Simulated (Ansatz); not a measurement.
Relaxed KTaO₃ (cubic perovskite):

```
CELL_PARAMETERS angstrom
      8.04877     0.00000     0.00000
      4.02438     4.02438     0.00000
      0.00000     0.00000     4.02438
ATOMIC_POSITIONS crystal
  K  0.00000 0.00000 0.00000
  K  0.50000 0.00000 0.00000
  Ta 0.00000 0.50000 0.50000
  Ta 0.50000 0.50000 0.50000
  O  0.75000 0.50000 0.50000
  O  0.25000 0.50000 0.50000
  O  0.00000 0.50000 0.00000
  O  0.50000 0.50000 0.00000
  O  0.25000 0.00000 0.50000
  O  0.75000 0.00000 0.50000
```

The atoms are displaced by Q × the pattern below (from a DFPT mode at M = (0.5, 0.5, 0.0), largest move 1; Q in Å), at fixed cell. It is one choice among 2 degenerate patterns. (q is in reciprocal vectors of the primitive cell; the cell shown is doubled to hold the pattern.)

| atom | x | y | z |
|---|---|---|---|
| K1 | 0.107 | 0.000 | 0.000 |
| K2 | -0.107 | 0.000 | 0.000 |
| Ta3 | 0.000 | -0.180 | 0.000 |
| Ta4 | 0.000 | 0.180 | 0.000 |
| O7 | 0.000 | 1.000 | 0.000 |
| O8 | 0.000 | -1.000 | 0.000 |

Atoms not listed stay in place.

Computed with PBE (plane waves to 420 eV, PAW, scalar-relativistic; Ansatz, a quantum-chemistry and plane-wave program). k mesh 8×8×8 (Γ-centred), Fermi-Dirac smearing 0.05 eV. KTaO3 is run without spin polarisation. KTaO3 was relaxed with its symmetry unable to fall. Spin-orbit coupling is left out, though Ta is heavy.

At one point of the scan the forces (eV/Å) are:

| atom | Fx | Fy | Fz |
|---|---|---|---|
| K1 | -0.173 | 0.000 | 0.000 |
| K2 | 0.173 | 0.000 | 0.000 |
| Ta3 | 0.000 | 1.374 | 0.000 |
| Ta4 | 0.000 | -1.374 | 0.000 |
| O5 | 0.000 | 0.000 | 0.000 |
| O6 | 0.000 | 0.000 | 0.000 |
| O7 | 0.000 | -0.684 | 0.000 |
| O8 | 0.000 | 0.684 | 0.000 |
| O9 | 0.000 | 0.000 | 0.000 |
| O10 | 0.000 | 0.000 | 0.000 |

Q: Which point is it?
A) Q = 0.187 Å
B) Q = 0.093 Å
C) Q = 0.233 Å
D) Q = 0.047 Å

A: B, Q = 0.093 Å

(A displaced cell: forces are minus the slopes of the energy, force constants its curvatures, and phonons follow from these.)
